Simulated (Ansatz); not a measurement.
The cell below belongs to a search over invented structures; it isn't taken from experiment.

Input and command of a plane-wave DFT calculation in Ansatz:

```yaml
crystal:
  lattice:
    - [5.4012176368, -3.1144895933, 0.0]
    - [5.4012176368, 3.1144895933, 0.0]
    - [0.0, 0.0, 4.5871541119]
  atoms:
    - { symbol: Sc, position: [0.163585051, 0.5114349668, 0.4452906064] }
    - { symbol: Sc, position: [0.836414949, 0.4885650332, 0.9452906064] }
    - { symbol: Sc, position: [0.5114349668, 0.163585051, 0.9452906064] }
    - { symbol: Sc, position: [0.4885650332, 0.836414949, 0.4452906064] }
    - { symbol: Ga, position: [0.1655456011, 0.8344543989, 0.9681599332] }
    - { symbol: Ga, position: [0.8344543989, 0.1655456011, 0.4681599332] }
    - { symbol: "N", position: [0.4903215679, 0.830978537, 0.9339478212] }
    - { symbol: "N", position: [0.169021463, 0.5096784321, 0.9339478212] }
    - { symbol: "N", position: [0.8544988114, 0.1455011886, 0.9143632116] }
    - { symbol: "N", position: [0.830978537, 0.4903215679, 0.4339478212] }
    - { symbol: "N", position: [0.5096784321, 0.169021463, 0.4339478212] }
    - { symbol: "N", position: [0.1455011886, 0.8544988114, 0.4143632116] }
basis:
  ecutwfc: 500
kpoints:
  mp_grid: { grid: [6, 6, 6] }
  band_path:
    path:
      - [[0.0, 0.0, 0.0], [0.5, 0.5, 0.0], [0.33312476, 0.66687524, 0.0]]
      - [[-0.33312476, 0.33312476, 0.0], [0.0, 0.0, 0.0], [0.0, 0.0, 0.5], [-0.33312476, 0.33312476, 0.5]]
      - [[0.33312476, 0.66687524, 0.5], [0.5, 0.5, 0.5], [0.5, 0.5, 0.0]]
      - [[0.0, 0.0, 0.0], [0.0, 0.5, 0.0], [0.0, 0.5, 0.5], [0.0, 0.0, 0.5], [0.5, 0.5, 0.5]]
    npoints: 10
hamiltonian:
  xc: r2scan
scf:
  occupations: { method: gaussian, width: 0.02 }
  n_extra_bands: 30
output:
  forces: true
  stress: true
  eigenvalues: true
  populations: true
  dos: { projected: true, de: 0.02, nscf_kmesh: { grid: [9, 9, 9] } }
  bader: false
```

```bash
ansatz run input.yaml --threads 1 --pin off --max-ram 2560MiB --backend cpu --events-out ev --progress --plain --runs-dir out
```

Processor: Arm Neoverse V1, 1 thread, on a host shared with other jobs.

Q: How long does it run, and how much memory does it take?

A: About 10 min, peak memory 1.5 GiB. It solves 80 bands at 52 k points (after reduction by symmetry) with about 3929 plane waves, in 8 SCF iterations.
